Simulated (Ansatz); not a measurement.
# Computed properties of Hf2C

Hf2C:
```yaml
crystal:
  lattice:
    - [3.58355, 0.00000, 0.00000]
    - [0.00000, 3.58355, 0.00000]
    - [0.00000, 0.00000, 6.79480]
  atoms:
    - { symbol: Hf, position: [0.00000, 0.00000, 0.00000] }
    - { symbol: Hf, position: [0.50000, 0.50000, 0.00000] }
    - { symbol: Hf, position: [0.50000, 0.00000, 0.36919] }
    - { symbol: Hf, position: [0.00000, 0.50000, 0.63081] }
    - { symbol: C, position: [0.50000, 0.00000, 0.72920] }
    - { symbol: C, position: [0.00000, 0.50000, 0.27080] }
```

Space group P4/nmm (No. 129); conventional cell a = 3.5835 Å, b = 3.5835 Å, c = 6.7948 Å, α = 90.00°, β = 90.00°, γ = 90.00°.

Method: plane-wave PAW PBEsol (Ansatz code). Structure relaxed to zero pressure with the same functional. Other levels are named where they apply.

**Cell and energy**

Volume per atom: 14.54 Å³
Density: 14.04 g/cm³
Formation energy from the elements (no fitted shifts): 0.097 eV/atom

**Electronic structure**

* **Electronic character**: metallic (no gap)
* **Density of states at the Fermi level**: 0.39 states/eV per atom (mean over ±0.08 eV)

**Mechanics**

- Bulk modulus (Birch–Murnaghan fit) = 178 GPa
- Pressure derivative B′ = 4.1

**Phonons**

- Highest zone-centre frequency: 417 cm⁻¹
- Zone-centre stability: no imaginary mode at Γ

The cell is a constructed one: a structure type filled with these elements; neither database checked (COD, Materials Project) lists it. Its standing as an ambient phase is unchecked. Symmetry was held in the PBEsol relaxation. No spin polarisation was allowed. As this level gives no gap, phonon frequencies hold no LO–TO term and depend on the k-mesh and smearing (Fermi–Dirac, 0.1 eV here). The references are the lowest solids computed at this level, not always the standard phases. Scalar-relativistic: spin–orbit coupling is off unless named, which matters more the heavier the elements.

Potentials: the later of the program's two PAW sets.
